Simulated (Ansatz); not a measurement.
Relaxed Al (fcc, Cu type):

```
Al
1.0
    3.99201     0.00000     0.00000
    0.00000     3.99201     0.00000
    0.00000     0.00000     3.99201
Al
4
Direct
  0.00000   0.00000   0.00000
  0.50000   0.50000   0.00000
  0.50000   0.00000   0.50000
  0.00000   0.50000   0.50000
```

All values below come from r2SCAN (plane waves to 500 eV, PAW, scalar-relativistic; Ansatz, a program for electronic structure). k mesh 9×9×9 (Γ-centred), Fermi-Dirac smearing 0.05 eV. With partly filled bands, energies and forces of such displacements shift with the k mesh and the smearing. On this mesh the relaxed cell isn't quite at rest: it carries a pressure of 0.3 GPa (compression positive) at the zero of the scan. Al was relaxed with its symmetry unable to fall.

One atom of the cell was then moved (with its periodic images), all else fixed, and the forces (eV/Å) came out as:

```tsv
atom	Fx	Fy	Fz
Al1	-1.248	0.000	0.000
Al2	0.679	0.000	0.000
Al3	0.679	0.000	0.000
Al4	-0.111	0.000	0.000
```

### Question
Which atom was moved, and by which vector (Å)?

### Answer
Al1, by (0.22, 0.00, 0.00), 0.22 Å in all.

(For displaced atoms, the force is minus the slope of the energy, and its curvature is a force constant, which sets phonon frequencies.)
